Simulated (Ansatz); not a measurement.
## SnClF: reading a single point

```yaml
crystal:
  lattice:
    - [6.09949, 0.00000, 0.00000]
    - [0.00000, 4.34611, 0.00000]
    - [0.00000, 0.00000, 10.09214]
  atoms:
    - { symbol: F, position: [0.40270, 0.25000, 0.51950] }
    - { symbol: F, position: [0.09730, 0.75000, 0.01950] }
    - { symbol: F, position: [0.90270, 0.25000, 0.98050] }
    - { symbol: F, position: [0.59730, 0.75000, 0.48050] }
    - { symbol: Cl, position: [0.39470, 0.25000, 0.86380] }
    - { symbol: Cl, position: [0.10530, 0.75000, 0.36380] }
    - { symbol: Cl, position: [0.89470, 0.25000, 0.63620] }
    - { symbol: Cl, position: [0.60530, 0.75000, 0.13620] }
    - { symbol: Sn, position: [0.21220, 0.25000, 0.08610] }
    - { symbol: Sn, position: [0.28780, 0.75000, 0.58610] }
    - { symbol: Sn, position: [0.71220, 0.25000, 0.41390] }
    - { symbol: Sn, position: [0.78780, 0.75000, 0.91390] }
```

Single point in Ansatz 0.2.0 with r2SCAN, no spin polarisation. Cutoff 500 eV, PAW datasets, 4×6×3 Γ-centred k mesh, methfessel-paxton filling (width 0.1845 eV).

(1) What do density and ELF say about some of the short contacts?

(2) What is the band gap?

(3) Give the Bader charges.

(4) What does the stress say?

(5) Which orbitals make up the band edges?

(6) Which atom feels the largest force, and which way?

(7) What is the formation energy?

Origin: a database entry at a rescaled volume. Caveats: no spin-orbit coupling, which can shift this gap by tenths of an eV; wide smearing.

Results:

(1) F–Sn at 2.17 Å: least valence density 0.46 e/Å³ and ELF 0.17 there. Cl–Sn at 2.50 Å: least valence density 0.43 e/Å³ and ELF 0.33 there. F–F at 2.51 Å: least valence density 0.14 e/Å³ and ELF 0.04 there, a closed-shell (ionic or weak) contact. These are pseudo-fields; inside the PAW spheres they differ from the all-electron ones.

(2) The gap is 3.68 eV, indirect (the least direct gap found is 3.70 eV). A semilocal functional usually gives too small a gap.

(3) Bader charges in e: Sn +1.49, Cl -0.68, F -0.80. In the mean Sn gives up most and F takes most.

(4) The pressure is 1.4 GPa (compression positive), so with the atoms held at these fractions the cell would first expand.

(5) Within 0.7 eV of the edges, the states project mainly on Cl p (40 %) and Sn s (37 %) below the gap and on Sn p (80 %) above it.

(6) The largest is on F1 (and as large on other atoms): 0.34 eV/Å, components (-0.30, 0.00, 0.16). It makes 179° with the line to a nearest neighbour, Sn11 at 2.17 Å, pointing away from it.

(7) -1.80 eV an atom against the elements' usual phases (free molecules for gases, crystals otherwise, with no correction for O₂ or N₂), so it is bound against them; other compounds may still compete. Relaxing would lower it.
